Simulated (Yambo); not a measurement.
Yambo run on Ag2S (space group P2_1/c, No. 14). The wavefunctions are norm-conserving PBEsol (Quantum ESPRESSO, 82 Ry, scalar-relativistic) ones on a 4×2×1 mesh (88 occupied bands); a = 4.5544 Å, b = 7.0211 Å, c = 9.3436 Å, α = γ = 90.00°, β = 117.39°.

Yambo input:

```
rim_cut
gw0
dyson
el_el_corr
HF_and_locXC
ppa
em1d
RandQpts= 1000000
RandGvec= 1 Ry
EXXRLvcs= 82 Ry
VXCRLvcs= 328 Ry
Chimod= "HARTREE"
% BndsRnXp
 33 | 232 |
%
NGsBlkXp= 6 Ry
% LongDrXp
 1.0 | 1.0 | 1.0 |
%
PPAPntXp= 27.2114 eV
% GbndRnge
 1 | 232 |
%
GTermKind= "BG"
DysSolver= "n"
ExtendOut
% QPkrange
 1 | 1 | 88 | 89 |
 5 | 5 | 89 | 89 |
%
```

k points by index: 1 = Γ, 5 = (-0.5, 0, 0).

The o-*.qp file then holds:

```
#    K-point    Band    Eo [eV]    E [eV]    E-Eo [eV]    Vxc [eV]    Vnlxc [eV]    Sc|Eo [eV]    Sc|E [eV]    dSc/dw|Eo [eV]    Re(Z)    Im(Z)
#
    1    88    0.000000    -0.292274    -0.292274    -19.11475    -22.49185    3.002400    3.084826    -7.670888    0.780089    -0.001529
    1    89    1.226791    1.560142    0.333351    -17.54166    -15.36943    -1.748948    -1.838872    -7.339149    0.787579    -0.001479
    5    89    1.200181    1.759047    0.558866    -11.96462    -8.157215    -3.112491    -3.248536    -6.622864    0.804253    -0.001391
```
(The two width columns are left out.) Convergence of these settings isn't established.

Spin-orbit coupling is not included.

Geometry of the Materials Project entry, not relaxed at this level.
